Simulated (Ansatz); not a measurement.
## Au under strain

Theory: DFT PBEsol, scalar-relativistic, plane waves, PAW in Ansatz 0.2.0. Settings: 420 eV cutoff, 16×16×16 k-mesh, Gaussian smearing of 0.10 eV, no spin polarisation.

Starting point, cell and atoms relaxed:

```xyz
2
Lattice="3.2421 0.0000 0.0000 0.0000 3.2421 0.0000 0.0000 0.0000 3.2421" Properties=species:S:1:pos:R:3 pbc="T T T"
Au    0.0000    0.0000    0.0000
Au    1.6211    1.6211    1.6211
```

Deformation: uniaxial strain along c, with the lengths of a and b and the atoms relaxed and the angles held, all within the symmetry that the strain leaves. Energies are extrapolated to zero smearing. Stress is positive in compression, on the Cartesian axes of the cell above. The crystal is soft along this strain: near the reference the energy changes by no more than the mesh and smearing resolve. On this cell's mesh the reference holds a stress of up to 0.23 GPa.

Spin–orbit coupling is left out, which can shift energies with elements as heavy as these.

```csv
strain (%),ΔE (meV/atom),a (Å),b (Å),c (Å),σxx (GPa),σyy (GPa),σzz (GPa)
-6.0,-3.0,3.349,3.349,3.048,-0.01,-0.01,-0.66
-4.0,-2.0,3.313,3.313,3.112,-0.01,-0.01,-0.55
-2.0,-0.6,3.279,3.279,3.177,0.00,0.00,-0.47
+0.0,0.0,3.242,3.242,3.242,0.23,0.23,0.23
+2.0,-0.3,3.212,3.212,3.307,0.00,0.00,0.01
+4.0,-0.3,3.180,3.180,3.372,0.00,0.00,0.54
+6.0,-2.4,3.148,3.148,3.437,0.01,0.01,1.13
```

This bcc form isn't the element's structure at ambient conditions.